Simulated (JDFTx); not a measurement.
Unstrained cell:

Cu(111) slab cut from bulk Cu (space group Fm-3m, indices of the conventional cell, lattice of the Materials Project entry mp-30, not re-optimised): 4 atoms in 4 planes, a 1x1 cell of 5.54 Å² (|a| = 2.530, |b| = 2.530 Å), 6.3 Å between the outermost planes, cell height 22.2 Å, 10×10×1 k mesh, Fermi smearing 0.01 Ha, no spin polarisation.

All numbers are PBE, GBRV ultrasoft potentials, plane waves to 20/100 Ha results from JDFTx (a modified build), not measurements. The in-plane lattice is scaled by the biaxial strain ε at a fixed k mesh and cell height, and all atoms off the mid-plane are relaxed in vacuum within the cell's symmetry. Zero strain is the lattice given, not this level's minimum.

```tsv
ε (%)	work function (eV)
-3	4.97
-1.5	withheld
0	4.87
1.5	4.81
3	4.77
```

Problem. Fit W = sε + W₀ to the other rows by least squares, predict the withheld value, and compare with the run.

Solution. The fit gives s (eV/%) = -0.0339, W₀ (eV) = 4.87, with a root-mean-square miss of 0.004 eV on its own rows. It predicts 4.92 eV; the run gives 4.92 eV, the same to these digits.
